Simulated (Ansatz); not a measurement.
In₃Bi: relaxation of cell and atoms

Method: DFT, PBEsol, PAW with Ansatz's default frozen-core files, scalar-relativistic (Ansatz 0.2.0).

Command: `ansatz run input.yaml --threads 1 --pin off --max-ram 3072MiB --backend cpu --events-out ev --progress --plain --runs-dir out` The run took 73 s on 1 thread of Intel(R) Xeon(R) Platinum 8175M CPU @ 2.50GHz (Skylake/Cascade Lake), on a shared host, peak memory 0.59 GiB.

```yaml
crystal:
  lattice:
    - [5.1106516673, 0.0, 0.0]
    - [0.0, 5.1106516673, 0.0]
    - [0.0, 0.0, 5.1106516673]
  atoms:
    - { symbol: Bi, position: [0.0, 0.0, 0.0] }
    - { symbol: In, position: [0.5, 0.0, 0.0] }
    - { symbol: In, position: [0.0, 0.5, 0.0] }
    - { symbol: In, position: [0.0, 0.0, 0.5] }
kpoints:
  mp_grid: { grid: [7, 7, 7] }
scf:
  occupations: { method: fermi_dirac, width: 0.05 }
hamiltonian:
  xc: pbesol
  pseudopotentials: { kind: paw }
output:
  forces: true
  stress: true
  write_density: true
  write_potential: true
  elf: true
  volumetric_format: npy
relax:
  f_tol: 0.005
  max_steps: 80
  cell: {}
```

No spin–orbit coupling, which matters for the heavy atoms here.

The cell is built from the ReO3 type as a first guess.

The cutoff is 420 eV; energies and pressures of the walk include the program's estimate of the Pulay term. The PAW files were made with PBE; their cores are remade for this functional.

Each frame lists the cell vectors (Å), then Cartesian positions (Å); symmetry keeps all forces zero. Free energies count from the first step, -28811.2170 eV.

The walk took 11 evaluations in all; steps that aren't listed are left out.

Step 1: E = 0.0 meV, P = 21.75 GPa

```
cell 5.1107 0.0000 0.0000 0.0000 5.1107 0.0000 0.0000 0.0000 5.1107
Bi    0.0000    0.0000    0.0000
In    2.5553    0.0000    0.0000
In    0.0000    2.5553    0.0000
In    0.0000    0.0000    2.5553
```

Step 2:

```
cell 5.3598 0.0000 0.0000 0.0000 5.3598 0.0000 0.0000 0.0000 5.3598
Bi    0.0000    0.0000    0.0000
In    2.6799    0.0000    0.0000
In    0.0000    2.6799    0.0000
In    0.0000    0.0000    2.6799
```

Step 3: E = -3290.8 meV, P = 6.04 GPa

```
cell 5.6089 0.0000 0.0000 0.0000 5.6089 0.0000 0.0000 0.0000 5.6089
Bi    0.0000    0.0000    0.0000
In    2.8045    0.0000    0.0000
In    0.0000    2.8045    0.0000
In    0.0000    0.0000    2.8045
```

Step 4: E = -3837.8 meV, P = 1.10 GPa

```
cell 5.8645 0.0000 0.0000 0.0000 5.8645 0.0000 0.0000 0.0000 5.8645
Bi    0.0000    0.0000    0.0000
In    2.9322    0.0000    0.0000
In    0.0000    2.9322    0.0000
In    0.0000    0.0000    2.9322
```

Step 5: E = -3857.7 meV, P = -0.08 GPa

```
cell 5.9279 0.0000 0.0000 0.0000 5.9279 0.0000 0.0000 0.0000 5.9279
Bi    0.0000    0.0000    0.0000
In    2.9640    0.0000    0.0000
In    0.0000    2.9640    0.0000
In    0.0000    0.0000    2.9640
```

Step 6: E = -3857.9 meV, P = 0.00 GPa

```
cell 5.9234 0.0000 0.0000 0.0000 5.9234 0.0000 0.0000 0.0000 5.9234
Bi    0.0000    0.0000    0.0000
In    2.9617    0.0000    0.0000
In    0.0000    2.9617    0.0000
In    0.0000    0.0000    2.9617
```

Step 7: E = -3985.9 meV, P = 1.29 GPa (the cell of the step before, solved again on a basis chosen afresh, hence the jump)

Step 8: E = -4026.8 meV, P = 0.55 GPa

```
cell 5.9923 0.0000 0.0000 0.0000 5.9923 0.0000 0.0000 0.0000 5.9923
Bi    0.0000    0.0000    0.0000
In    2.9962    0.0000    0.0000
In    0.0000    2.9962    0.0000
In    0.0000    0.0000    2.9962
```

Step 9: E = -4037.2 meV, P = 0.06 GPa

```
cell 6.0461 0.0000 0.0000 0.0000 6.0461 0.0000 0.0000 0.0000 6.0461
Bi    0.0000    0.0000    0.0000
In    3.0231    0.0000    0.0000
In    0.0000    3.0231    0.0000
In    0.0000    0.0000    3.0231
```

(1) Give the energy, pressure of step 2.

(2) How does the relaxation end?

## Answers

(1) E = -2059.1 meV, P = 11.95 GPa
```
Bi    0.0000    0.0000    0.0000
In    2.6799    0.0000    0.0000
In    0.0000    2.6799    0.0000
In    0.0000    0.0000    2.6799
```

(2) It converges, with a = 6.053 Å, b = 6.053 Å, c = 6.053 Å, α = 90.00°, β = 90.00°, γ = 90.00° (conventional cell, space group Pm-3m). The last solve (on a basis chosen afresh for the final cell, so its energy is not quite comparable) gives E = -4038.6 meV, P = 0.00 GPa:
```
cell 6.0525 0.0000 0.0000 0.0000 6.0525 0.0000 0.0000 0.0000 6.0525
Bi    0.0000    0.0000    0.0000
In    3.0263    0.0000    0.0000
In    0.0000    3.0263    0.0000
In    0.0000    0.0000    3.0263
```
